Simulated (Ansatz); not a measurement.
SnGe:
```
CELL_PARAMETERS angstrom
      0.00000     2.86218     2.86218
      2.86218     0.00000     2.86218
      2.86218     2.86218     0.00000
ATOMIC_POSITIONS crystal
  Sn 0.00000 0.00000 0.00000
  Ge 0.50000 0.50000 0.50000
```

Relaxed with PBE+D3(BJ). Special points in fractions of this cell's reciprocal vectors: Γ (0.000, 0.000, 0.000); X (0.500, 0.000, 0.500); U (0.625, 0.250, 0.625); K (0.375, 0.375, 0.750); L (0.500, 0.500, 0.500); W (0.500, 0.250, 0.750).

List the band energies nearest the Fermi level at these points for DFT-PBE+D3(BJ) in the program Ansatz with PAW potentials.

In eV from the Fermi level; about four levels below and three above (degenerate sets whole), none deeper than 8.9 eV; points with the same levels are listed once.

```tsv
k	below	above
Γ	-0.59	0.14 0.14 0.14
X	-5.24 -4.65 -2.46 -2.46	2.95 8.80 8.80
U	-6.81 -4.68 -1.78 -0.93	5.26 6.07 7.11
L	-8.15	0.89 0.89 1.60 1.60
W	-7.91 -6.78 -4.18 -4.18	2.39 2.79 6.65 6.65
```

Space group Fm-3m (rock salt). The cell is a constructed one: a structure type filled with these elements; neither database checked (COD, Materials Project) lists it. Its standing as an ambient phase is unchecked. The cell was relaxed with PBE+D3(BJ) under the symmetry of its start; of distortions, only those at the zone centre were tested. Spin–orbit coupling is left out wherever it is not named.

Potentials: the later of the program's two PAW sets.
